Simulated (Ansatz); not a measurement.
Geometry optimisation in Ansatz: input, command and trajectory.

```yaml
crystal:
  lattice:
    - [1.5238382376, -4.7288212689, 0.0]
    - [1.5238382376, 4.7288212689, 0.0]
    - [0.0, 0.0, 7.1216219396]
  atoms:
    - { symbol: Ca, position: [0.7510095803, 0.2489904197, 0.25] }
    - { symbol: Ca, position: [0.2489904197, 0.7510095803, 0.75] }
    - { symbol: Rh, position: [0.0, 0.0, 0.5], spin: 0.48 }
    - { symbol: Rh, position: [0.0, 0.0, 0.0], spin: 0.48 }
    - { symbol: O, position: [0.0761060365, 0.9238939635, 0.25], spin: 0.16 }
    - { symbol: O, position: [0.9238939635, 0.0761060365, 0.75], spin: 0.16 }
    - { symbol: O, position: [0.3715462959, 0.6284537041, 0.4480866135], spin: 0.11 }
    - { symbol: O, position: [0.6284537041, 0.3715462959, 0.5519133865], spin: 0.11 }
    - { symbol: O, position: [0.3715462959, 0.6284537041, 0.0519133865], spin: 0.11 }
    - { symbol: O, position: [0.6284537041, 0.3715462959, 0.9480866135], spin: 0.11 }
basis:
  ecutwfc: 420
kpoints:
  mp_grid: { grid: [12, 12, 6] }
hamiltonian:
  xc: pbesol
scf:
  occupations: { method: gaussian, width: 0.1 }
output:
  forces: true
  stress: true
  eigenvalues: true
  populations: true
magnetization:
  spin_polarized: true
relax:
  adjacent_minimum: "off"
  f_tol: 0.01
  max_steps: 30
  cell: { stress_tol: 0.1, fix: [volume] }
```

```bash
ansatz run input.yaml --threads 2 --pin off --max-ram 5120MiB --backend cpu --events-out ev --progress --plain --runs-dir out
```

These are results of Ansatz, DFT PBEsol, scalar-relativistic, plane waves, PAW, not measurements.

The volume is held at 0.94 times that of the relaxed cell.

Of 6 frames 5 are shown, positions in Å and forces in eV/Å; the SCF threshold varies from step to step. Steps run on the plane waves of an earlier cell, with a Pulay correction in the pressure. The basis is chosen afresh for the last frame, the zero of the energies, and at times for earlier ones too; energy and pressure can step there, also at an unchanged geometry. Where two frames share a geometry here, they differ by under 2 meV/atom and 0.3 GPa.

```xyz
10
Lattice="1.5238 -4.7288 0.0000 1.5238 4.7288 0.0000 0.0000 0.0000 7.1216" Properties=species:S:1:pos:R:3:forces:R:3 pbc="T T T" step=1 free_energy_over_end_meV_per_atom=1.15 pressure_GPa=13.03
Ca    1.5238   -2.3740    1.7804    0.0000   -0.0873    0.0000
Ca    1.5238    2.3740    5.3412    0.0000    0.0873    0.0000
Rh    0.0000    0.0000    3.5608    0.0000    0.0000    0.0000
Rh    0.0000    0.0000    0.0000    0.0000    0.0000    0.0000
O     1.5238    4.0090    1.7804    0.0000   -0.0655    0.0000
O     1.5238   -4.0090    5.3412    0.0000    0.0655    0.0000
O     1.5238    1.2149    3.1911    0.0000    0.2810   -0.0804
O     1.5238   -1.2149    3.9305    0.0000   -0.2810    0.0804
O     1.5238    1.2149    0.3697    0.0000    0.2810    0.0804
O     1.5238   -1.2149    6.7519    0.0000   -0.2810   -0.0804
10
Lattice="1.5289 -4.6982 0.0000 1.5289 4.6982 0.0000 0.0000 0.0000 7.1443" Properties=species:S:1:pos:R:3:forces:R:3 pbc="T T T" step=2 free_energy_over_end_meV_per_atom=0.09 pressure_GPa=12.03
Ca    1.5289   -2.3653    1.7861    0.0000   -0.0282    0.0000
Ca    1.5289    2.3653    5.3582    0.0000    0.0282    0.0000
Rh    0.0000    0.0000    3.5721    0.0000    0.0000    0.0000
Rh    0.0000    0.0000    0.0000    0.0000    0.0000    0.0000
O     1.5289    3.9820    1.7861    0.0000    0.0406    0.0000
O     1.5289   -3.9820    5.3582    0.0000   -0.0406    0.0000
O     1.5289    1.2209    3.2028    0.0000    0.0522   -0.0254
O     1.5289   -1.2209    3.9415    0.0000   -0.0522    0.0254
O     1.5289    1.2209    0.3694    0.0000    0.0522    0.0254
O     1.5289   -1.2209    6.7749    0.0000   -0.0522   -0.0254
10
Lattice="1.5274 -4.7014 0.0000 1.5274 4.7014 0.0000 0.0000 0.0000 7.1464" Properties=species:S:1:pos:R:3:forces:R:3 pbc="T T T" step=3 free_energy_over_end_meV_per_atom=0.03 pressure_GPa=11.91
Ca    1.5274   -2.3666    1.7866    0.0000   -0.0201    0.0000
Ca    1.5274    2.3666    5.3598    0.0000    0.0201    0.0000
Rh    0.0000    0.0000    3.5732    0.0000    0.0000    0.0000
Rh    0.0000    0.0000    0.0000    0.0000    0.0000    0.0000
O     1.5274    3.9878    1.7866    0.0000    0.0293    0.0000
O     1.5274   -3.9878    5.3598    0.0000   -0.0293    0.0000
O     1.5274    1.2247    3.2027    0.0000    0.0076   -0.0015
O     1.5274   -1.2247    3.9437    0.0000   -0.0076    0.0015
O     1.5274    1.2247    0.3705    0.0000    0.0076    0.0015
O     1.5274   -1.2247    6.7759    0.0000   -0.0076   -0.0015
10
Lattice="1.5273 -4.7025 0.0000 1.5273 4.7025 0.0000 0.0000 0.0000 7.1452" Properties=species:S:1:pos:R:3:forces:R:3 pbc="T T T" step=4 free_energy_over_end_meV_per_atom=0.02 pressure_GPa=11.90
Ca    1.5273   -2.3699    1.7863    0.0000    0.0098    0.0000
Ca    1.5273    2.3699    5.3589    0.0000   -0.0098    0.0000
Rh    0.0000    0.0000    3.5726    0.0000    0.0000    0.0000
Rh    0.0000    0.0000    0.0000    0.0000    0.0000    0.0000
O     1.5273    3.9901    1.7863    0.0000    0.0120    0.0000
O     1.5273   -3.9901    5.3589    0.0000   -0.0120    0.0000
O     1.5273    1.2254    3.2036    0.0000    0.0080   -0.0084
O     1.5273   -1.2254    3.9416    0.0000   -0.0080    0.0084
O     1.5273    1.2254    0.3690    0.0000    0.0080    0.0084
O     1.5273   -1.2254    6.7762    0.0000   -0.0080   -0.0084
10
Lattice="1.5276 -4.7031 0.0000 1.5276 4.7031 0.0000 0.0000 0.0000 7.1432" Properties=species:S:1:pos:R:3:forces:R:3 pbc="T T T" step=6 free_energy_over_end_meV_per_atom=0.00 pressure_GPa=11.88
Ca    1.5276   -2.3690    1.7858    0.0000    0.0029    0.0000
Ca    1.5276    2.3690    5.3574    0.0000   -0.0029    0.0000
Rh    0.0000    0.0000    3.5716    0.0000    0.0000    0.0000
Rh    0.0000    0.0000    0.0000    0.0000    0.0000    0.0000
O     1.5276    3.9916    1.7858    0.0000    0.0010    0.0000
O     1.5276   -3.9916    5.3574    0.0000   -0.0010    0.0000
O     1.5276    1.2259    3.2019    0.0000    0.0006    0.0016
O     1.5276   -1.2259    3.9413    0.0000   -0.0006   -0.0016
O     1.5276    1.2259    0.3697    0.0000    0.0006   -0.0016
O     1.5276   -1.2259    6.7735    0.0000   -0.0006    0.0016
```

The run took 5.1 min on 2 threads of Oxide Virtual Turin-like Processor (Zen 5), on a shared host, peak memory 1.5 GiB.